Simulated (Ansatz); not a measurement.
An Ansatz (a program for electronic structure) run. Input:

Ansatz 0.2 input:
```yaml
crystal:
  lattice:
    - [-1.896281256, 1.896281256, 4.7650309041]
    - [1.896281256, -1.896281256, 4.7650309041]
    - [1.896281256, 1.896281256, -4.7650309041]
  atoms:
    - { symbol: Sc, position: [0.0, 0.0, 0.0] }
    - { symbol: Ni, position: [0.75, 0.25, 0.5] }
    - { symbol: Ni, position: [0.25, 0.75, 0.5] }
    - { symbol: Si, position: [0.3782737777, 0.3782737777, 0.0] }
    - { symbol: Si, position: [0.6217262223, 0.6217262223, 0.0] }
kpoints:
  mp_grid: { grid: [15, 15, 15] }
hamiltonian:
  xc: r2scan
  pseudopotentials: { kind: paw }
scf:
  occupations: { method: gaussian, width: 0.05 }
checkpoint: { read: metal.run }
output: { write_density: true, elf: true, volumetric_format: npy }
basis: { fft_grid_basis: typed }
```

Output (shortened):

```
Pseudopotential: Sc, paw, valence charge 11
Pseudopotential: Ni, paw, valence charge 18
Pseudopotential: Si, paw, valence charge 4
Functional definition: r2SCAN
Crystal: 5 atoms, lattice volume = 68.538 Å³
Basis set: ecut = 500 eV, 1693 PW (Γ), exchange–correlation on 160×160×160 points (64 copies of the dense FFT grid, shifted against one another)
Bands: 38, of which v1, the nominal top of the filled ones, is band 28 counted from 1 (27 counted from 0)
Symmetry: 16 space group operations
Space group: I4/mmm (ITA 139), of the structure as read, at distance tolerance 4.1e-5 Å
k-points: 288 of 3375
Stability of the state it starts from, as read at its close in the unpolarized treatment …
iter 1 solved again at ethr=4.00e-7 eV; its pass at ethr=3.10e-3 eV (dr2=2.20e-4 eV) is discarded
SCF iter   1: F=—  HF=-15113.361465 eV  |F-HF|=—  |Δ(HF+E_count)|=         —  Δρ=6.46e-7  dr2=1.16e-10  dr2_τ=2.87e-11  ethr=4.00e-7  ⟨swp⟩=3.0  Hψ=71116  notcnv=0
preconditioner: auto → Kerker (q_TF=auto, 2.630 Å⁻¹)
SCF iter   2: F=—  HF=-15113.361463 eV  |F-HF|=—  |Δ(HF+E_count)|=   1.32e-6  Δρ=4.07e-7  dr2=5.66e-11  dr2_τ=3.39e-11  ethr=1.00e-12  ⟨swp⟩=7.7  Hψ=48521  notcnv=0
SCF iter   3: F=-15113.361463 eV  HF=-15113.361463 eV  |F-HF|=7.28e-12  |Δ(HF+E_count)|=  3.64e-12  Δρ=2.37e-7  dr2=3.95e-11  dr2_τ=2.84e-12  ethr=1.00e-12  ⟨swp⟩=1.1  Hψ=23088  notcnv=0
SCF 1 converged in 3 iterations: F = -15113.361463 eV  dr2 = 3.95e-11
SCF converged after 3 iterations
Free energy (F): -15113.361463 eV
Harris-Foulkes:  -15113.361463 eV  (|F-HF|=7.28e-12)
Internal energy: -15113.357313 eV  (E = F + TS)
E sigma→0 (E₀):  -15113.359388 eV
Entropy (-TS):   -0.004151 eV (-0.830 meV/atom)
Fermi energy:    13.502097 eV
--- Per-component energies (eV) ---
  E_band       = -868.668069
  E_kinetic    = 918.810950
  E_local      = -10313.700127  (includes V_loc(G=0)·N_el)
  E_nonlocal   = 1409.547422
  E_hartree    = 4410.181901
  E_xc         = -366.930067
  E_vxc        = -485.072392  (∫ρ·V_xc dr)
  E_paw        = -5292.607578  (= ΣΔE_a)
  E_vpaw       = -1250.368688  (= ΣTr[D̂ρ^β])
  E_aug_tail   = 0.000476  (compensation charges beyond the density's cutoff)
  E_vtau       = 31.749888  (kinetic-family band-sum trace: ∫τ·v_τ [+ j·A + Jᵃ·Aᵃ] dr)
  E_ewald      = -5877.668795
  E_core_change = -0.991495  (= ΣΔE_core)
  E_smearing   = -0.004151  (= −TS)
  E_closure    = 0.000000  (closes the sum)
  Σ components = -15113.361463   (vs F -15113.361463, Δ=0.00e0)
  [band-id]    e_kinetic+e_local+e_nonlocal+2·e_hartree+e_vxc+e_vpaw+e_augmentation_tail+e_vtau = -868.668668   (vs E_band -868.668069, Δ=-5.99e-4)
--- Band table (eV; the first three rows and the last of 288) ---
  k-point 0: bands = ["-93.5857", "-93.5771", "-52.5370", "-52.5370", "-52.5079", "-52.4975", "-52.4865", "-52.4865", "-38.1700", "-15.8343", "-15.7856", "-15.7856", "1.3990", "6.4047", "7.1618", "9.6211", "9.6211", "10.0619", "10.1309", "11.1309", "11.1309", …
  k-point 1: bands = ["-93.5855", "-93.5773", "-52.5373", "-52.5346", "-52.5076", "-52.4977", "-52.4890", "-52.4863", "-38.1698", "-15.8338", "-15.7882", "-15.7877", "1.4872", "6.3963", "7.2356", "9.5073", "9.6285", "10.1082", "10.1441", "10.9521", "11.1812", …
  k-point 2: bands = ["-93.5850", "-93.5778", "-52.5380", "-52.5279", "-52.5070", "-52.4983", "-52.4959", "-52.4858", "-38.1690", "-15.8324", "-15.7952", "-15.7935", "1.7441", "6.3777", "7.4350", "9.2361", "9.6485", "10.1891", "10.2042", "10.4138", "11.2991", …
  k-point 287: bands = ["-93.5856", "-93.5772", "-52.5365", "-52.5365", "-52.5078", "-52.4976", "-52.4871", "-52.4871", "-38.1698", "-15.8381", "-15.7882", "-15.7853", "2.9745", "3.0587", "8.4446", "9.7313", "9.7559", "10.1144", "10.3921", "10.4473", …
```

Cost: about 40 core-seconds (a rough figure) on shared cores.

The workflow started from an entry of the Crystallography Open Database (COD). Its standing as an ambient phase is unchecked. Symmetry was held in the r²SCAN relaxation; its stability against distortions is not shown here. No spin polarisation was allowed.

Potentials: the later of the program's two PAW sets.

Ansatz is a plane-wave DFT program.
